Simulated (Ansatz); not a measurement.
C8H4N6PtZn:
```cif
data_C8H4N6PtZn
_chemical_formula_sum 'Zn1 Pt1 N6 C8 H4'
_space_group_name_H-M_alt 'Pmmm'
_space_group_IT_number 47
_space_group_name_Hall '-P 2 2'
_cell_length_a 7.18503
_cell_length_b 7.41135
_cell_length_c 7.47095
_cell_angle_alpha 90.000
_cell_angle_beta 90.000
_cell_angle_gamma 90.000
loop_
_space_group_symop_operation_xyz
  'x, y, z'
  '-x, -y, -z'
  '-x, -y, z'
  'x, y, -z'
  'x, -y, -z'
  '-x, y, z'
  '-x, y, -z'
  'x, -y, z'
loop_
_atom_site_label
_atom_site_type_symbol
_atom_site_symmetry_multiplicity
_atom_site_Wyckoff_symbol
_atom_site_fract_x
_atom_site_fract_y
_atom_site_fract_z
_atom_site_occupancy
Zn1 Zn 1 a 0.00000 0.00000 0.00000 1
Pt1 Pt 1 g 0.00000 0.50000 0.50000 1
N1 N 4 u 0.00000 0.19960 0.20280 1
C1 C 4 u 0.00000 0.31134 0.31266 1
N2 N 2 i 0.30738 0.00000 0.00000 1
C2 C 4 w 0.40312 0.00000 0.15361 1
H1 H 4 w 0.32205 0.00000 0.27693 1
```

Relaxed with PBE+D3(BJ). DFT-PBE+D3(BJ) in the program Ansatz with PAW potentials gives a gap of 2.93 eV.

Question: What gap does HSE06 give on the same cell (Ansatz, PAW)?

Answer: 4.46 eV, 1.52 eV more. The hybrid was solved on a coarser mesh and at special points; its gap is the smallest among all of these.

```tsv
k	v1 PBE+D3(BJ)	c1 PBE+D3(BJ)	v1 HSE06	c1 HSE06
Γ	0.00	2.99	-0.03	4.56
X	-0.06	3.00	-0.03	4.56
Z	-0.01	3.03	(withheld)	(withheld)
U	-0.06	3.03	(withheld)	(withheld)
Y	0.00	2.98	(withheld)	(withheld)
S	-0.06	2.93	-0.03	4.46
T	-0.02	3.02	0.00	4.59
R	-0.02	3.03	(withheld)	(withheld)
```

Question: Top valence (v1) and lowest conduction level (c1) in eV from each method's valence maximum (which need not be a listed point): supply the withheld HSE06 values.

Answer: 
- R, v1 HSE06: 0.00
- R, c1 HSE06: 4.60
- U, v1 HSE06: -0.03
- U, c1 HSE06: 4.60
- Y, v1 HSE06: -0.04
- Y, c1 HSE06: 4.54
- Z, v1 HSE06: -0.04
- Z, c1 HSE06: 4.61

Cost on shared cores: the PBE+D3(BJ) run (SCF on a 4×4×4 mesh, then bands and DOS) about 8 core-minutes (a rough figure), the HSE06 run (SCF on 3×3×3, then a few points) very roughly 16 core-minutes; the tasks are unlike.

The cell is a constructed one: a structure type filled with these elements; neither database checked (COD, Materials Project) lists it. Its standing as an ambient phase is unchecked. The PBE+D3(BJ) relaxation kept the symmetry of its start; whether a distortion lowers the energy is not shown. No spin polarisation was allowed. Scalar-relativistic: spin–orbit coupling is off unless named, which matters more the heavier the elements.

Potentials: the later of the program's two PAW sets.
